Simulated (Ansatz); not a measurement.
**V$_{8}$N (P4_2/mnm): electronic heat capacity and spin susceptibility from the density of states**

Method: Ansatz 0.2.0, DFT r2SCAN, scalar-relativistic, plane waves, PAW.

Cutoff 500 eV; k points 4×4×12 on the computed 18-atom cell (Γ-centred); Gaussian smearing, width 0.10 eV; no spin polarisation.

Relaxed cell: P4_2/mnm, a = 8.671 Å, b = 8.671 Å, c = 2.963 Å, α = 90.00°, β = 90.00°, γ = 90.00°, 18 atoms in the primitive cell. Whether it is the stable form of this composition wasn't checked.

The density of states at the Fermi level is 17.960 states/eV in the cell of 18 atoms (2 formula units; both spins, tetrahedra on a 6×6×18 mesh). Averaged over bins of 0.1 eV the density runs from 12.8 to 20.4 states/eV within 0.2 eV of the Fermi level, so the figure hangs on the exact place of that level.

Q: What Sommerfeld coefficient and Pauli susceptibility does this give?

A: Per formula unit N(E_F) = 8.980 states/eV. γ = (π²/3) k_B² N(E_F) N_A = 2.357 mJ/(mol K²) per state/eV, so γ = 21.2 mJ/(mol K²), a mole of formula units. χ_P = μ_B² N(E_F) N_A = 3.23×10⁻⁵ emu/mol per state/eV gives 29.0×10⁻⁵ emu/mol. This is the bare band result: a measured γ of the same phase is as a rule larger by a factor 1 + λ from phonons and spin fluctuations, the spin part of χ is larger by the Stoner factor, and a measured χ also holds orbital and core terms. N(E_F) at one energy is sensitive to the mesh where the density of states has sharp peaks.

A ferromagnetic start lost its moments in a first run, so spin was left out; other magnetic orders weren't tried.

Cost: 1 run of about 8.4 core-minutes, on Oxide Virtual Turin-like Processor (Zen 5) (shared hosts).